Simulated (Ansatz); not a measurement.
Input:

SnPt3C (anti-perovskite, space group No. 221), a = b = c = 4.2339 Å, α = β = γ = 90.00°.

This is the PBEsol-relaxed structure.

Q: All from PBEsol (plane waves, PAW; program Ansatz), unless another level is named. Predict the highest zone-centre frequency.

A: 311 cm^-1.

Q: Predict the bulk modulus (Birch–Murnaghan fit).

A: 201 GPa.

Space group Pm-3m (anti-perovskite). The start of the workflow was typed in or built on a structure type; neither database checked (COD, Materials Project) lists it. Whether it is the stable phase at ambient conditions was not checked. The cell was relaxed with PBEsol under the symmetry of its start. At this level the phase is dynamically unstable (imaginary phonons). The run is not spin-polarised. Its formation energy is positive at this level, so the cell may be metastable or incomplete. As this level gives no gap, phonon frequencies hold no LO–TO term and depend on the k-mesh and smearing (Fermi–Dirac, 0.1 eV here). Spin–orbit coupling is left out wherever it is not named.

Potentials: the earlier of the program's two PAW sets. The files were generated under PBE; for other functionals the program regenerates the frozen cores, and for LDA and PBEsol the local potential too.
